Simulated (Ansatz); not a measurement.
An Ansatz input and the part of its output that reports the observables at the nuclei.

The cell is a computed structure from the Materials Project (it need not be an observed phase).

```yaml
crystal:
  lattice:
    - [5.1528461704, -3.2769566247, 0.0]
    - [5.1528461704, 3.2769566247, 0.0]
    - [-3.0329799949, 0.0, 12.5344605928]
  atoms:
    - { symbol: Ca, position: [0.28329898, 0.77284026, 0.00733459] }
    - { symbol: Ca, position: [0.22715974, 0.71670102, 0.49266541] }
    - { symbol: Ca, position: [0.71670102, 0.22715974, 0.99266541] }
    - { symbol: Ca, position: [0.77284026, 0.28329898, 0.50733459] }
    - { symbol: Ca, position: [0.30423062, 0.00886702, 0.72567284] }
    - { symbol: Ca, position: [0.99113298, 0.69576938, 0.77432716] }
    - { symbol: Ca, position: [0.69576938, 0.99113298, 0.27432716] }
    - { symbol: Ca, position: [0.00886702, 0.30423062, 0.22567284] }
    - { symbol: Ca, position: [0.65791497, 0.34208503, 0.75] }
    - { symbol: Ca, position: [0.34208503, 0.65791497, 0.25] }
    - { symbol: Ti, position: [0.68489394, 0.86386425, 0.56843729] }
    - { symbol: Ti, position: [0.13613575, 0.31510606, 0.93156271] }
    - { symbol: Ti, position: [0.31510606, 0.13613575, 0.43156271] }
    - { symbol: Ti, position: [0.86386425, 0.68489394, 0.06843729] }
    - { symbol: "N", position: [0.96057667, 0.93991739, 0.62378675] }
    - { symbol: "N", position: [0.06008261, 0.03942333, 0.87621325] }
    - { symbol: "N", position: [0.03942333, 0.06008261, 0.37621325] }
    - { symbol: "N", position: [0.93991739, 0.96057667, 0.12378675] }
    - { symbol: "N", position: [0.64204119, 0.6428154, 0.64257691] }
    - { symbol: "N", position: [0.3571846, 0.35795881, 0.85742309] }
    - { symbol: "N", position: [0.35795881, 0.3571846, 0.35742309] }
    - { symbol: "N", position: [0.6428154, 0.64204119, 0.14257691] }
    - { symbol: "N", position: [0.40632417, 0.17329496, 0.5861461] }
    - { symbol: "N", position: [0.82670504, 0.59367583, 0.9138539] }
    - { symbol: "N", position: [0.59367583, 0.82670504, 0.4138539] }
    - { symbol: "N", position: [0.17329496, 0.40632417, 0.0861461] }
kpoints:
  mp_grid: { grid: [5, 5, 3] }
scf:
  occupations: { method: fermi_dirac, width: 0.02 }
hamiltonian:
  xc: pbe
  pseudopotentials: { kind: paw }
output:
  forces: true
  stress: true
  populations: true
  efg:
    quadrupole_moments_barn: { Ca: -0.0408, Ti: 0.247, "N": 0.02044 }
    contact_densities: true
```

```sh
ansatz run input.yaml --threads 1 --pin off --max-ram 2560MiB --backend cpu --events-out ev --progress --plain --runs-dir out
```

Of the output, the block on the nuclei alone is shown; the set-up, the SCF iterations, energies, forces and stress are cut. One atom of each set with nearly equal values is shown.

```
--- PAW observables at the nuclei: V_zz in 10²¹ V/m², potentials from the cell's mean, atoms counted from 1 ---
  atom   1  Ca V_zz =    -4.967806   η = 0.5799   by run symmetry: allowed   C_q = +4.9009 MHz
            electrostatic potential = -2215.098899 V   contact ρ = 41254.505629 e/Å³
  atom   5  Ca V_zz =    +4.532477   η = 0.1908   by run symmetry: allowed   C_q = -4.4715 MHz
            electrostatic potential = -2215.489793 V   contact ρ = 41254.273173 e/Å³
  atom   9  Ca V_zz =    +2.297606   η = 0.8522   by run symmetry: allowed   C_q = -2.2667 MHz
            electrostatic potential = -2215.146785 V   contact ρ = 41254.054752 e/Å³
  atom  11  Ti V_zz =    +6.866186   η = 0.1902   by run symmetry: allowed   C_q = +41.0078 MHz
            electrostatic potential = -2527.464150 V   contact ρ = 56791.836097 e/Å³
  atom  15  N  V_zz =    -2.697572   η = 0.5444   by run symmetry: allowed   C_q = -1.3332 MHz
            electrostatic potential = -515.713592 V   contact ρ = 1415.925814 e/Å³
  atom  19  N  V_zz =    -2.582472   η = 0.1894   by run symmetry: allowed   C_q = -1.2764 MHz
            electrostatic potential = -515.522475 V   contact ρ = 1415.878995 e/Å³
  atom  23  N  V_zz =    +1.487158   η = 0.8952   by run symmetry: allowed   C_q = +0.7350 MHz
            electrostatic potential = -515.258141 V   contact ρ = 1416.434671 e/Å³
```

Hardware: 1 thread of Arm Neoverse V2 (aarch64; 8 cores open to the job, memory cap 2.5 GiB, no GPU), a shared host with a load of 0.5 a core. Wall time 2 min, CPU time 2 min, peak memory 1.3 GiB.
